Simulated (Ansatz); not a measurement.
Given:

Al₂Ru:
```
CELL_PARAMETERS angstrom
     -1.56093     1.56093     4.22237
      1.56093    -1.56093     4.22237
      1.56093     1.56093    -4.22237
ATOMIC_POSITIONS crystal
  Al 0.65909 0.65909 0.00000
  Al 0.34091 0.34091 0.00000
  Ru 0.00000 0.00000 0.00000
```

This is the r²SCAN-relaxed structure.

Q: All from r²SCAN (plane waves, PAW; program Ansatz), unless another level is named. Give the highest zone-centre frequency.

A: 454 cm⁻¹.

Q: And the bulk modulus (Birch–Murnaghan fit)?

A: 183 GPa.

Space group I4/mmm (MoSi2 or CaC2 type). The first step of the workflow began from a Materials Project structure, measured or hypothetical; the Crystallography Open Database copy checked does not list it. With Al and Ru taken as one species the cell has the higher symmetry I4/mmm, so it may be an ordered model of a mixed-site phase. Its standing as an ambient phase is unchecked. Symmetry was held in the r²SCAN relaxation; of distortions, only those at the zone centre were tested. The run is not spin-polarised. As this level gives no gap, phonon frequencies hold no LO–TO term and depend on the k-mesh and smearing (Fermi–Dirac, 0.1 eV here).

Potentials: the later of the program's two PAW sets.
